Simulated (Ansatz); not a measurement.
# Ba: two-dimensional strain map

Method: DFT LDA, scalar-relativistic, plane waves, PAW in Ansatz. Cutoff 420 eV, Γ-centred 16×16×16 k-points, Gaussian smearing of 0.15 eV. No spin polarisation. Energies are free energies at this smearing, counted from the undisturbed cell; pressure is positive in compression.

Zero of the scan (relaxed at this level; this simple cubic form isn't the usual structure):

```
Ba
1.0
     3.70975    0.00000    0.00000
     0.00000    3.70975    0.00000
     0.00000    0.00000    3.70975
Ba
1
Direct
  0.00000 0.00000 0.00000
```

The cell is strained by p along both x and y and by q along z, fractional coordinates fixed. Points are written (p, q).

Energy above the undisturbed cell in meV/atom (a dash: not computed):

```
 p \ q  -0.030  -0.015  0.000  0.015  0.030
-0.030    11.6     8.8    8.4   10.3   14.4
-0.015     5.8     2.7    1.9      –      –
 0.000       –       –    0.0      –      –
```

Pressure in GPa:

```
 p \ q  -0.030  -0.015  0.000  0.015  0.030
-0.030     0.9     0.7    0.6    0.4    0.3
-0.015     0.6     0.4    0.3      –      –
 0.000       –       –    0.0      –      –
```